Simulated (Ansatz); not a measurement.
Ansatz (an electronic-structure program) input:

Ansatz 0.2 input:
```yaml
crystal:
  lattice:
    - [3.676656282, 0.0, 0.0]
    - [0.0, 3.676656282, 0.0]
    - [0.0, 0.0, 3.676656282]
  atoms:
    - { symbol: Si, position: [0.0, 0.0, 0.0], spin: -0.14 }
    - { symbol: N, position: [0.5, 0.5, 0.5], spin: -0.06 }
    - { symbol: Mn, position: [0.5, 0.5, 0.0], spin: 0.68 }
    - { symbol: Mn, position: [0.5, 0.0, 0.5], spin: 0.68 }
    - { symbol: Mn, position: [0.0, 0.5, 0.5], spin: 0.68 }
kpoints:
  mp_grid: { grid: [16, 16, 16] }
hamiltonian:
  xc: pbesol
  pseudopotentials: { kind: paw }
magnetization: { spin_polarized: true }
scf:
  occupations: { method: fermi_dirac, width: 0.1 }
elastic: { mode: relaxed_ion, stencil: two_point, amplitude: 0.005, f_tol: 0.0005 }
```

Output (shortened):

```
Pseudopotential: Si, paw, valence charge 4
Pseudopotential: N, paw, valence charge 5
Pseudopotential: Mn, paw, valence charge 15
Functional definition: PBEsol
a single point of the input's cell can leave the moments in the input for a lower state (scf.lower_state_search) …
Crystal: 5 atoms, lattice volume = 49.700 Å³
Basis set: ecut = 420 eV, 949 PW (Γ), exchange–correlation on 50×50×50 points (8 copies of the dense FFT grid, shifted against one another)
Bands: 34, of which v1, the nominal top of the filled ones, is band 27 counted from 1 (26 counted from 0)
Symmetry: 48 space group operations
Space group: Pm-3m (ITA 221), of the structure as read, at distance tolerance 3.7e-5 Å
k-points: 165 of 4096
Starting moments: Σ|m| = 2.24 μB on 5 of 5 sites
SCF 1 converged in 11 iterations: F = -12608.554214 eV  dr2 = 1.06e-8
a single point of the input's cell can leave the moments in the input for a lower state (scf.lower_state_search) …
Crystal: 5 atoms, lattice volume = 49.700 Å³
Stability of the state it starts from, as read at its close in the collinear treatment …
Starting moments: Σ|m| = 2.24 μB on 5 of 5 sites; this step starts from the density that it was given
SCF 2 converged in 8 iterations: F = -12608.554214 eV  dr2 = 8.11e-14
Crystal: 5 atoms, lattice volume = 49.452 Å³
Symmetry: 16 space group operations
k-points: 405 of 4096
spin=Collinear: Kerker preconditioning applied to the charge; magnetization (m = ρ↑ − ρ↓) channel mixes plain (no charge-response kernel on spin).
SCF 3 converged in 18 iterations: F = -12608.551760 eV  dr2 = 4.53e-14
Crystal: 5 atoms, lattice volume = 49.949 Å³
Basis set: ecut = 420 eV, 957 PW (Γ), exchange–correlation on 50×50×50 points (8 copies of the dense FFT grid, shifted against one another)
spin=Collinear: Kerker preconditioning applied to the charge; magnetization (m = ρ↑ − ρ↓) channel mixes plain (no charge-response kernel on spin).
SCF 4 converged in 16 iterations: F = -12608.552335 eV  dr2 = 1.60e-14
Crystal: 5 atoms, lattice volume = 49.700 Å³
Symmetry: 8 space group operations
k-points: 657 of 4096
spin=Collinear: Kerker preconditioning applied to the charge; magnetization (m = ρ↑ − ρ↓) channel mixes plain (no charge-response kernel on spin).
SCF 5 converged in 18 iterations: F = -12608.553824 eV  dr2 = 2.15e-14
Crystal: 5 atoms, lattice volume = 49.700 Å³
spin=Collinear: Kerker preconditioning applied to the charge; magnetization (m = ρ↑ − ρ↓) channel mixes plain (no charge-response kernel on spin).
SCF 6 converged in 14 iterations: F = -12608.553824 eV  dr2 = 4.63e-14
SCF converged after 8 iterations
Magnetization: 1.8066 μB (27.9033 up, 26.0967 down)
Absolute magnetization: 2.0881 μB (∫|ρ↑−ρ↓|, with the PAW one-centre terms)
Spin contamination: 0.0258 ħ² per cell (⟨S²⟩ above its minimum at these occupations)
Per-site moments (μB) at R_I (Å): [(-0.06879007181345415, 1.072412793001407), (-0.04891910862744732, 0.7583103581625), (0.5471627676809002, 0.7583103581625), (0.5471627676808999, 0.7583103581625), (0.5471627676809006, 0.7583103581625)]
Free energy (F): -12608.554214 eV
Harris-Foulkes:  -12608.554214 eV  (|F-HF|=3.64e-12)
Internal energy: -12608.419915 eV  (E = F + TS)
E sigma→0 (E₀):  -12608.487065 eV
Entropy (-TS):   -0.134299 eV (-26.860 meV/atom)
Fermi energy:    18.284142 eV
--- Per-component energies (eV) ---
  E_band       = -499.182412
  E_kinetic    = 1113.253813
  E_local      = -6169.043101  (includes V_loc(G=0)·N_el)
  E_nonlocal   = 791.177361
  E_hartree    = 2623.191081
  E_xc         = -462.537166
  E_vxc        = -571.229100  (∫ρ·V_xc dr)
  E_paw        = -4428.838640  (= ΣΔE_a)
  E_vpaw       = -909.723641  (= ΣTr[D̂ρ^β])
  E_aug_tail   = 0.000068  (compensation charges beyond the density's cutoff)
  E_ewald      = -6076.191942
  E_core_change = 0.568610  (= ΣΔE_core)
  E_smearing   = -0.134299  (= −TS)
  E_closure    = 0.000000  (closes the sum)
  Σ components = -12608.554214   (vs F -12608.554214, Δ=0.00e0)
--- Forces (eV/Å), atoms counted from 1 ---
  atom   1  Si     0.00000000     0.00000000     0.00000000
  atom   2  N      0.00000000     0.00000000     0.00000000
  atom   3  Mn     0.00000000     0.00000000     0.00000000
  atom   4  Mn     0.00000000     0.00000000     0.00000000
  atom   5  Mn     0.00000000     0.00000000     0.00000000
  max |Σ_I F_I| component: 0.0 eV/Å
--- Stress (GPa, compression-positive) ---
        0.158172       0.000000       0.000000
        0.000000       0.158172       0.000000
        0.000000       0.000000       0.158172
  P = ⅓ Tr σ = 0.1582 GPa (1.582 kbar)
--- Band table (eV; the first three rows and the last of 330) ---
  k-point 0 ↑: bands = ["-61.2685", "-61.1699", "-61.1699", "-30.4446", "-30.4446", "-30.4446", "-30.0021", "-30.0021", "-30.0021", "-29.9757", "-29.9757", "-29.9757", "-0.3432", "7.5061", "12.6297", "12.6297", "12.6297", "14.2655", "14.2655", "14.2655", …
  k-point 1 ↑: bands = ["-61.2676", "-61.1707", "-61.1699", "-30.4432", "-30.4432", "-30.4423", "-30.0027", "-30.0027", "-30.0023", "-29.9788", "-29.9766", "-29.9766", "-0.3172", "7.5341", "12.4850", "12.5930", "12.5930", "14.2799", "14.2814", "14.2814", …
  k-point 2 ↑: bands = ["-61.2651", "-61.1732", "-61.1698", "-30.4391", "-30.4391", "-30.4356", "-30.0046", "-30.0046", "-30.0029", "-29.9875", "-29.9788", "-29.9788", "-0.2416", "7.6140", "12.1184", "12.4962", "12.4962", "14.2973", "14.3158", "14.3158", …
  k-point 164 ↓: bands = ["-60.5061", "-60.5061", "-60.5061", "-30.3189", "-29.7323", "-29.7323", "-29.3871", "-29.3871", "-29.3871", "-29.0813", "-29.0813", "-29.0813", "2.0451", "9.1080", "9.1080", "9.1080", "9.8087", "14.5172", "14.5172", "14.5172", …
--- Elastic constants: 2 strain directions × 2 members + reference (group order 48) ---
  dense FFT box of the reference and of every strained cell: 25×25×25
  strains applied: 11, 23; error gains: componentwise 1.00 (the most a stress slope's error grows in a printed constant), spectral 1.73 (1 for all six strains …
  C = ∂σ_k/∂η_j (tension-positive GPa; Voigt order 11 22 33 23 13 12):
       560.959    144.847    144.847      0.000      0.000      0.000
       144.847    560.959    144.847      0.000      0.000      0.000
       144.847    144.847    560.959      0.000      0.000      0.000
         0.000      0.000      0.000    103.583      0.000      0.000
         0.000      0.000      0.000      0.000    103.583      0.000
         0.000      0.000      0.000      0.000      0.000    103.583
  reference stress σ⁰ (GPa):     -0.158     -0.158     -0.158      0.000      0.000      0.000
  moduli (Voigt/Reuss/Hill, GPa): K = 283.55/283.55/283.55   G = 145.37/129.62/137.49   E = 355.09   ν = 0.291
  mechanically stable: yes (min eigenvalue of sym C = 103.58 GPa)
  strain η (Voigt 11):  stress-route row diagonal C_11 = 560.96 GPa, energy-path curvature d²(F+E_count+ΔE)/dδ²/Ω₀ = 561.02 GPa
         δ    σ_11 (GPa)             F (eV)   n_scf  n_hpsi   n_pw
    -5.000e-3      -3.0467      -12608.5517602      18  826142    984   relax 0 steps, max|allowed force component| 0.0 eV/Å
     5.000e-3       2.5629      -12608.5523353      16  794300    992   relax 0 steps, max|allowed force component| 0.0 eV/Å
  strain η (Voigt 23):  stress-route row diagonal C_44 = 103.58 GPa, energy-path curvature d²(F+E_count+ΔE)/dδ²/Ω₀ = 103.67 GPa
         δ    σ_23 (GPa)             F (eV)   n_scf  n_hpsi   n_pw
    -5.000e-3      -0.5179      -12608.5538238      18  1281092    992   relax 0 steps, max|allowed force component| 0.0 eV/Å
     5.000e-3       0.5179      -12608.5538238      14  1102559    992   relax 0 steps, max|allowed force component| 0.0 eV/Å
```

Cost: very roughly 8 core-minutes on shared cores.

The start of the workflow was typed in or built on a structure type; neither database checked (COD, Materials Project) lists it. Whether it is the stable phase at ambient conditions was not checked. The PBEsol relaxation kept the symmetry of its start; its stability against distortions is not shown here. Spin order of the final state: ferromagnetic, chosen from 4 collinear starts compared on coarse meshes (ties went to the first, and starts can fall back to one state), not a proven ground state. The volume moved by -19 % from the start of the relaxation. No Hubbard U is applied. As this level gives no gap, shear constants depend on the k-mesh and smearing (Fermi–Dirac, 0.1 eV here). Point labels and valley counts follow the cell and symmetry of the run, lower than the named group.

Potentials: the later of the program's two PAW sets.

Ansatz is a plane-wave DFT program.
